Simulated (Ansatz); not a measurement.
# A strain series on HfSiO₄ (I4_1/amd): isotropic on every length

HfSiO₄ (I4_1/amd) from a database of computed structures, relaxed with r2SCAN in the PAW code Ansatz, then strained (isotropic on every length; changes of length per length, axes as in the cell below) with the atoms relaxed again within the symmetry that is left. Space group I4_1/amd (No. 141), tetragonal; a = 6.582 Å, c = 5.972 Å in the conventional setting, 10.78 Å³ an atom. Hf is surrounded by 8 O at 2.12–2.26 Å; Si is surrounded by 4 O at 1.62 Å; O is surrounded by 1 Si at 1.62 Å and 2 Hf at 2.12–2.26 Å. No spin polarisation and no zero-point or thermal motion.

```
CELL_PARAMETERS angstrom
-3.29082 3.29082 2.98577
3.29082 -3.29082 2.98577
3.29082 3.29082 -2.98577
ATOMIC_POSITIONS crystal
Hf 0.00000 0.00000 0.00000
Hf 0.75000 0.25000 0.50000
Si 0.25000 0.75000 0.50000
Si 0.50000 0.50000 0.00000
O 0.13525 0.31988 0.81537
O 0.06988 0.75451 0.68463
O 0.06988 0.38525 0.31537
O 0.50451 0.31988 0.18463
O 0.68012 0.49549 0.81537
O 0.61475 0.93012 0.68463
O 0.24549 0.93012 0.31537
O 0.68012 0.86475 0.18463
```

Gaps are the least over each mesh (PBE 6×6×6, r2SCAN 6×6×6, HSE06 4×4×4 when unstrained) and the special points, which keep their unstrained names; stress is the change from the unstrained cell, compression positive.

```
strain (%)  gap, PBE (eV)  gap, r2SCAN (eV)  gap, HSE06 (eV)                        edges, HSE06  mean stress, r2SCAN (GPa)  energy rise, r2SCAN (meV/atom)
      -2.0          5.747             6.338            7.580             Γ → (1/6, 0.271, 0.281)                     +16.59                            31.2
      -1.0          5.588             6.168            7.413           Γ → (0.177, 0.292, 0.266)                      +7.73                             7.5
       0.0          5.428             5.997            7.244    Γ–Z (0.11) → (0.188, 0.302, 1/4)                       0.00                             0.0
      +1.0          5.267             5.824            7.073           Γ → (0.182, 0.307, 0.255)                      -6.70                             7.0
      +2.0          5.104             5.650            6.900  Γ–Z (0.14) → (0.177, 0.302, 0.260)                     -12.49                            27.1
      +3.0          4.942             5.475            6.726    Γ–Z (0.16) → (0.188, 0.312, 1/4)                     -17.47                            59.0
```

Problem. Estimate the row for a strain of -3.0 %.

Solution.
```
strain (%)  gap, PBE (eV)  gap, r2SCAN (eV)  gap, HSE06 (eV)               edges, HSE06  mean stress, r2SCAN (GPa)  energy rise, r2SCAN (meV/atom)
      -3.0          5.905             6.508            7.745  Γ → (0.161, 0.260, 0.286)                     +26.73                            72.5
```

Between zero and the nearest strains the slope of the HSE06 gap against strain is -0.169 eV per percent for negative and -0.170 for positive strain.

The runs are scalar-relativistic, without spin-orbit coupling.

Where an edge lies off the special points, it is a point of the mesh or the k point where a search put PBE's edge or least direct gap, reused for the other functionals, whose own edges may lie a little apart.

Coordinates of k points refer to the reciprocal vectors of the primitive cell of the runs.

The meshes of the hybrids are coarse, so their gaps aren't converged to the digits shown.
